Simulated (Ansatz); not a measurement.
Ansatz (a first-principles code) input:

Ansatz 0.2 input:
```yaml
crystal:
  lattice:
    - [2.8871453063, 0.0, 0.0]
    - [-1.4435726531, 2.5003411797, 0.0]
    - [0.0, 0.0, 20.8281050863]
  atoms:
    - { symbol: Mo, position: [0.3333333333, 0.6666666667, 0.25] }
    - { symbol: Mo, position: [0.6666666667, 0.3333333333, 0.75] }
    - { symbol: N, position: [0.6666666667, 0.3333333333, 0.309666836] }
    - { symbol: N, position: [0.3333333333, 0.6666666667, 0.809666836] }
    - { symbol: N, position: [0.3333333333, 0.6666666667, 0.690333164] }
    - { symbol: N, position: [0.6666666667, 0.3333333333, 0.190333164] }
    - { symbol: Si, position: [0.6666666667, 0.3333333333, 0.3928573902] }
    - { symbol: Si, position: [0.3333333333, 0.6666666667, 0.8928573902] }
    - { symbol: Si, position: [0.3333333333, 0.6666666667, 0.6071426098] }
    - { symbol: Si, position: [0.6666666667, 0.3333333333, 0.1071426098] }
    - { symbol: N, position: [0.0, 0.0, 0.4165978638] }
    - { symbol: N, position: [0.0, 0.0, 0.9165978638] }
    - { symbol: N, position: [0.0, 0.0, 0.5834021362] }
    - { symbol: N, position: [0.0, 0.0, 0.0834021362] }
kpoints:
  mp_grid: { grid: [11, 11, 2] }
hamiltonian:
  xc: r2scan
  dispersion: d4
  pseudopotentials: { azcp: { folder: ./paw }, kind: paw }
scf:
  occupations: { method: fixed }
checkpoint: { read: static.run }
output: { bader: true, populations: true }
```

Output (shortened):

```
Pseudopotential: Mo, paw, valence charge 14
Pseudopotential: N, paw, valence charge 5
Pseudopotential: Si, paw, valence charge 4
Functional definition: r2SCAN
Crystal: 14 atoms, lattice volume = 150.355 Å³
Basis set: ecut = 500 eV, 3795 PW (Γ), exchange–correlation on 96×96×640 points (64 copies of the dense FFT grid, shifted against one another)
Bands: 56, of which v1, the nominal top of the filled ones, is band 42 counted from 1 (41 counted from 0)
Symmetry: 24 space group operations
Space group: P63/mmc (ITA 194), of the structure as read, at distance tolerance 5.3e-5 Å
k-points: 32 of 242
Stability of the state it starts from, as read at its close in the unpolarized treatment …
iter 1 solved again at ethr=3.29e-7 eV; its pass at ethr=3.10e-3 eV (dr2=2.76e-4 eV) is discarded
SCF iter   1: F=—  HF=-15587.050223 eV  |F-HF|=—  |Δ(HF+E_count)|=         —  Δρ=1.49e-6  dr2=2.59e-9  dr2_τ=3.59e-10  ethr=3.29e-7  ⟨swp⟩=3.8  Hψ=11865  notcnv=0  defer=377
preconditioner: auto → none
SCF iter   2: F=—  HF=-15587.050109 eV  |F-HF|=—  |Δ(HF+E_count)|=   1.15e-4  Δρ=1.13e-6  dr2=3.44e-9  dr2_τ=4.31e-10  ethr=3.08e-12  ⟨swp⟩=15.3  Hψ=10871  notcnv=0
SCF iter   3: F=-15587.050109 eV  HF=-15587.050109 eV  |F-HF|=3.20e-10  |Δ(HF+E_count)|=  8.31e-10  Δρ=6.46e-7  dr2=5.26e-10  dr2_τ=9.04e-11  ethr=3.08e-12  ⟨swp⟩=1.0  Hψ=4242  notcnv=0
SCF 1 converged in 3 iterations: F = -15587.050109 eV  dr2 = 5.26e-10
SCF converged after 3 iterations
Free energy (F): -15587.050109 eV
Harris-Foulkes:  -15587.050109 eV  (|F-HF|=3.20e-10)
Internal energy: -15587.050109 eV  (E = F + TS)
E sigma→0 (E₀):  -15587.050109 eV
Fermi energy:    11.155829 eV
--- Per-component energies (eV) ---
  E_band       = -297.850282
  E_kinetic    = 2082.084068
  E_local      = -8541.784699  (includes V_loc(G=0)·N_el)
  E_nonlocal   = 649.578636
  E_hartree    = 3653.549435
  E_xc         = -1036.492803
  E_vxc        = -1379.116154  (∫ρ·V_xc dr)
  E_paw        = -9567.965258  (= ΣΔE_a)
  E_vpaw       = -496.264447  (= ΣTr[D̂ρ^β])
  E_aug_tail   = 0.000118  (compensation charges beyond the density's cutoff)
  E_vtau       = 80.554560  (kinetic-family band-sum trace: ∫τ·v_τ [+ j·A + Jᵃ·Aᵃ] dr)
  E_ewald      = -2823.295895
  E_disp       = -1.739058  (pairwise vdW)
  E_core_change = -0.984653  (= ΣΔE_core)
  E_smearing   =  0.000000  (= −TS)
  E_closure    = 0.000000  (closes the sum)
  Σ components = -15587.050109   (vs F -15587.050109, Δ=0.00e0)
  [band-id]    e_kinetic+e_local+e_nonlocal+2·e_hartree+e_vxc+e_vpaw+e_augmentation_tail+e_vtau = -297.849048   (vs E_band -297.850282, Δ=1.23e-3)
--- Band table (eV; the first three rows and the last of 32) ---
  k-point 0: bands = ["-52.2357", "-52.2357", "-25.6051", "-25.6051", "-25.1450", "-25.1450", "-25.1450", "-25.1450", "-8.8754", "-8.8396", "-8.7746", "-8.7346", "-6.0356", "-6.0169", "-4.6543", "-4.6341", "2.0400", "2.1190", "4.6311", "5.0006", "6.5025", …
  k-point 1: bands = ["-52.2357", "-52.2357", "-25.6051", "-25.6051", "-25.1450", "-25.1450", "-25.1450", "-25.1450", "-8.8608", "-8.8608", "-8.7513", "-8.7513", "-6.0263", "-6.0263", "-4.6442", "-4.6442", "2.0784", "2.0784", "4.7976", "4.7976", "6.6901", …
  k-point 2: bands = ["-52.2248", "-52.2248", "-25.5875", "-25.5875", "-25.2304", "-25.2304", "-25.1631", "-25.1631", "-8.7348", "-8.6991", "-8.6407", "-8.6012", "-5.9170", "-5.8988", "-4.6453", "-4.6262", "2.1831", "2.2580", "4.6148", "4.9315", "6.0786", …
  k-point 31: bands = ["-52.0810", "-52.0810", "-25.9624", "-25.9624", "-25.7234", "-25.7234", "-25.3521", "-25.3521", "-5.8670", "-5.8670", "-5.8348", "-5.8348", "-4.8818", "-4.8818", "-4.6832", "-4.6832", "1.4453", "1.4453", "1.5969", "1.5969", "2.6733", …
--- Löwdin populations: 14 sites ---
  site symbol       q [e]
     0     Mo     13.0897
     1     Mo     13.0897
     2      N      5.7439
     3      N      5.7439
     4      N      5.7439
     5      N      5.7439
     6     Si      2.5848
     7     Si      2.5848
     8     Si      2.5848
     9     Si      2.5848
    10      N      5.9183
    11      N      5.9183
    12      N      5.9183
    13      N      5.9183
  spilling = 0.009911 (of n_electrons = 84.000000)
--- Bader charges: 14 sites ---
  site symbol  charge [e]  shift [e]
     0     Mo      1.7781     0.0042
     1     Mo      1.7781     0.0042
     2      N     -1.6974     0.0014
     3      N     -1.6974     0.0014
     4      N     -1.6973     0.0014
     5      N     -1.6973     0.0014
     6     Si      3.1849     0.0139
     7     Si      3.1849     0.0139
     8     Si      3.1849     0.0139
     9     Si      3.1849     0.0139
    10      N     -2.3766     0.0104
    11      N     -2.3766     0.0104
    12      N     -2.3766     0.0104
    13      N     -2.3766     0.0104
  shift: an alarm, by how much a part of what the PAW files miss would move the charge. Where it is large, compare
  with a run on PAW files of another source; a small one proves nothing
  estimated error of the sums over rays = 4.6e-4 e
```

Cost: around 4 core-minutes (rough) on shared cores.

Space group P6_3/mmc. The start of the workflow was typed in or built on a structure type; neither database checked (COD, Materials Project) lists it. Its standing as an ambient phase is unchecked. The r²SCAN+D4 relaxation kept the symmetry of its start; its stability against distortions is not shown here. The run is not spin-polarised. Spin–orbit coupling is left out wherever it is not named.

Potentials: the earlier of the program's two PAW sets.

Ansatz is a plane-wave DFT program.
